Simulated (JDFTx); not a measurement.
An input for a modified build of JDFTx (Cs(100), linear PCM (GLSSA13), water, 1 M NaCl; bohr, hartree) and the course of its log:

```
lattice \
  11.8238840810 0.0000000000 0.0000000000 \
  0.0000000000 11.8238840810 0.0000000000 \
  0.0000000000 0.0000000000 47.9990435655
coords-type Lattice
ion Cs 0.5000000000 0.5000000000 -0.1847518700 0
ion Cs 0.0000000000 0.0000000000 -0.0615839570 0
ion Cs 0.5000000000 0.5000000000 0.0615839570 0
ion Cs 0.0000000000 0.0000000000 0.1847518700 0
ion-species pseudo/cs_pbe_v1.upf
elec-cutoff 20 100
elec-ex-corr gga-PBE
coulomb-interaction Slab 001
coulomb-truncation-embed 0 0 0
kpoint-folding 4 4 1
elec-smearing Fermi 0.01
elec-n-bands 28
electronic-scf nIterations 100 energyDiffThreshold 1e-08
fluid LinearPCM
pcm-variant GLSSA13
fluid-solvent H2O
fluid-cation Na+ 1
fluid-anion Cl- 1
fluid-minimize nIterations 400 knormThreshold 1e-12
wavefunction read vac.wfns
elec-initial-eigenvals vac.eigenvals
dump-name f0.$VAR
dump End State Ecomponents EigStats BandEigs Forces ElecDensity IonicPositions Fillings Kpoints Dtot FluidDebug BoundCharge FluidDensity
```

```
[one cycle in 5 is shown, and the last three; fluid-solver lines are left out]
	FillingsUpdate:  mu: -0.058630657  nElectrons: 36.000000
SCF: Cycle:  0   F: -81.594159794736569   dF: -7.257e-03   |Residual|: 1.293e-02   |deigs|: 1.109e-03
	FillingsUpdate:  mu: -0.059677381  nElectrons: 36.000000
SCF: Cycle:  5   F: -81.596297838619165   dF: -3.870e-05   |Residual|: 7.287e-03   |deigs|: 4.170e-04
	FillingsUpdate:  mu: -0.058260424  nElectrons: 36.000000
SCF: Cycle: 10   F: -81.595888922486338   dF: +1.015e-03   |Residual|: 1.030e-02   |deigs|: 2.517e-03
	FillingsUpdate:  mu: -0.062139894  nElectrons: 36.000000
SCF: Cycle: 15   F: -81.598375854765067   dF: -1.483e-03   |Residual|: 5.142e-03   |deigs|: 1.639e-03
	FillingsUpdate:  mu: -0.061688367  nElectrons: 36.000000
SCF: Cycle: 20   F: -81.597760450646845   dF: -7.081e-05   |Residual|: 3.341e-03   |deigs|: 9.543e-04
	FillingsUpdate:  mu: -0.060070553  nElectrons: 36.000000
SCF: Cycle: 25   F: -81.597115637532909   dF: -4.709e-04   |Residual|: 4.463e-03   |deigs|: 1.246e-03
	FillingsUpdate:  mu: -0.059141071  nElectrons: 36.000000
SCF: Cycle: 30   F: -81.596711253163249   dF: -1.355e-03   |Residual|: 3.453e-03   |deigs|: 4.166e-03
	FillingsUpdate:  mu: -0.052783526  nElectrons: 36.000000
SCF: Cycle: 35   F: -81.594980510713626   dF: +1.259e-03   |Residual|: 6.978e-03   |deigs|: 4.328e-03
	FillingsUpdate:  mu: -0.062873803  nElectrons: 36.000000
SCF: Cycle: 40   F: -81.601252748364033   dF: -5.334e-03   |Residual|: 6.707e-03   |deigs|: 7.404e-03
	FillingsUpdate:  mu: -0.063174255  nElectrons: 36.000000
SCF: Cycle: 45   F: -81.600506870111403   dF: -2.496e-04   |Residual|: 5.242e-03   |deigs|: 2.570e-04
	FillingsUpdate:  mu: -0.059909434  nElectrons: 36.000000
SCF: Cycle: 50   F: -81.597293536260580   dF: -4.643e-03   |Residual|: 4.406e-03   |deigs|: 1.337e-02
	FillingsUpdate:  mu: -0.051141068  nElectrons: 36.000000
SCF: Cycle: 55   F: -81.594500499052160   dF: +3.645e-03   |Residual|: 7.792e-03   |deigs|: 1.111e-02
	FillingsUpdate:  mu: -0.061555392  nElectrons: 36.000000
SCF: Cycle: 60   F: -81.598230768767266   dF: -1.976e-03   |Residual|: 3.771e-03   |deigs|: 5.326e-03
	FillingsUpdate:  mu: -0.060925234  nElectrons: 36.000000
SCF: Cycle: 65   F: -81.597911605082331   dF: +2.786e-04   |Residual|: 3.773e-03   |deigs|: 6.453e-04
	FillingsUpdate:  mu: -0.062271990  nElectrons: 36.000000
SCF: Cycle: 70   F: -81.598831226507031   dF: -1.074e-03   |Residual|: 4.308e-03   |deigs|: 1.903e-03
	FillingsUpdate:  mu: -0.062643295  nElectrons: 36.000000
SCF: Cycle: 75   F: -81.599497868819952   dF: -1.639e-04   |Residual|: 4.985e-03   |deigs|: 1.680e-04
	FillingsUpdate:  mu: -0.057258955  nElectrons: 36.000000
SCF: Cycle: 80   F: -81.596199467665642   dF: -1.422e-02   |Residual|: 5.402e-03   |deigs|: 3.351e-02
	FillingsUpdate:  mu: -0.062579634  nElectrons: 36.000000
SCF: Cycle: 85   F: -81.599431077930831   dF: -1.894e-03   |Residual|: 4.831e-03   |deigs|: 2.872e-03
	FillingsUpdate:  mu: -0.062725545  nElectrons: 36.000000
SCF: Cycle: 90   F: -81.599885869904142   dF: +3.195e-04   |Residual|: 5.415e-03   |deigs|: 2.157e-04
	FillingsUpdate:  mu: -0.062803850  nElectrons: 36.000000
SCF: Cycle: 95   F: -81.600482881018038   dF: -3.855e-03   |Residual|: 6.590e-03   |deigs|: 5.284e-03
	FillingsUpdate:  mu: -0.062846257  nElectrons: 36.000000
SCF: Cycle: 97   F: -81.600737932063680   dF: +7.789e-05   |Residual|: 6.915e-03   |deigs|: 1.009e-04
	FillingsUpdate:  mu: -0.062808090  nElectrons: 36.000000
SCF: Cycle: 98   F: -81.600260161603686   dF: +4.778e-04   |Residual|: 6.055e-03   |deigs|: 4.099e-04
	FillingsUpdate:  mu: -0.062797457  nElectrons: 36.000000
SCF: Cycle: 99   F: -81.600658583466014   dF: -3.984e-04   |Residual|: 6.438e-03   |deigs|: 2.723e-04
SCF: None of the convergence criteria satisfied after 100 iterations.
IonicMinimize: Iter:   0  F: -81.600658583466014  |grad|_K:  0.000e+00
IonicMinimize: Converged (|grad|_K<1.000000e-04).
```

This run gave no converged result. The electronic loop ended without meeting its threshold, so the last energy, levels and forces aren't results.
